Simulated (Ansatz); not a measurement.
## From the elastic tensor of GaN at 35 GPa (stress–strain coefficients) to moduli and sound speeds

Method: DFT LDA, scalar-relativistic, plane waves, PAW (Ansatz 0.2.0). Settings: 420 eV plane-wave cutoff, Γ-centred 12×12×12 mesh, fixed occupations. No spin polarisation.

Symmetry: F-43m, No. 216, cubic system. Conventional cell: a = 4.266 Å, b = 4.266 Å, c = 4.266 Å, α = 90.00°, β = 90.00°, γ = 90.00°. Around Ga (site symmetry -43m) lie 4 N at 1.85 Å. N (site symmetry -43m) is surrounded by 4 Ga at 1.85 Å.

Other phases may be more stable at this pressure.

Relaxed-ion constants (GPa, on the Cartesian axes of the calculation):
C11 = 414.1, C12 = 307.4, C13 = 307.4, C22 = 414.1, C23 = 307.4, C33 = 414.1, C44 = 167.7, C55 = 167.7, C66 = 167.7 GPa; the others vanish.

Density 7.165 g/cm³; 2 atoms in 19.41 Å³.

The values that follow are for a polycrystal of randomly turned grains, by Hill's mean where one number stands. In a crystal this anisotropic the Voigt and Reuss bounds lie far apart, so Hill's mean and the sound speeds and Debye temperature from it are rough.

With S = C⁻¹: B_V = (C11+C22+C33+2(C12+C13+C23))/9, G_V = (C11+C22+C33−C12−C13−C23+3(C44+C55+C66))/15, 1/B_R = S11+S22+S33+2(S12+S13+S23), 15/G_R = 4(S11+S22+S33−S12−S13−S23)+3(S44+S55+S66); Hill is their mean. Then v_l = √((B+4G/3)/ρ), v_t = √(G/ρ), v_m = [(2/v_t³+1/v_l³)/3]^(−1/3) and Θ = (ħ/k_B)·v_m·(6π²n/V)^(1/3) for n atoms in the volume V; E = 9BG/(3B+G), ν = (3B−2G)/(2(3B+G)) and A^U = 5G_V/G_R + B_V/B_R − 6.

```
Bulk modulus, Voigt / Reuss / Hill          : 342.9 / 342.9 / 342.9 GPa
Shear modulus, Voigt / Reuss / Hill         : 122.0 / 90.3 / 106.2 GPa
Young's modulus                             : 289 GPa
Poisson ratio                               : 0.360
Pugh ratio B/G                              : 3.23
Universal anisotropy index                  : 1.75
Longitudinal and transverse sound speeds    : 8223 and 3849 m/s
Debye temperature from the mean sound speed : 605 K
```

This zinc-blende form isn't the usual stable structure of the compound at low pressure.

Cost: 1 run of about 1.2 core-minutes, on Intel Xeon Platinum 8488C (Sapphire Rapids) (shared hosts).